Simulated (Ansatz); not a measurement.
LiF:
```yaml
crystal:
  lattice:
    - [0.00000, 1.99478, 1.99478]
    - [1.99478, 0.00000, 1.99478]
    - [1.99478, 1.99478, 0.00000]
  atoms:
    - { symbol: Li, position: [0.00000, 0.00000, 0.00000] }
    - { symbol: F, position: [0.50000, 0.50000, 0.50000] }
```

This is the r²SCAN-relaxed structure.

Q: All from the program Ansatz at the r²SCAN level (PAW), unless another level is named. Estimate the Hill bulk and shear moduli.

A: 77.6 and 58.3 GPa.

Q: Next, the zero-point energy?

A: 62.7 meV/atom.

Q: And the vibrational entropy at 300 K?

A: 17.1 J/(K·mol of atoms).

Space group Fm-3m (rock salt). The r²SCAN relaxation kept the symmetry of its start.

Potentials: the earlier of the program's two PAW sets.
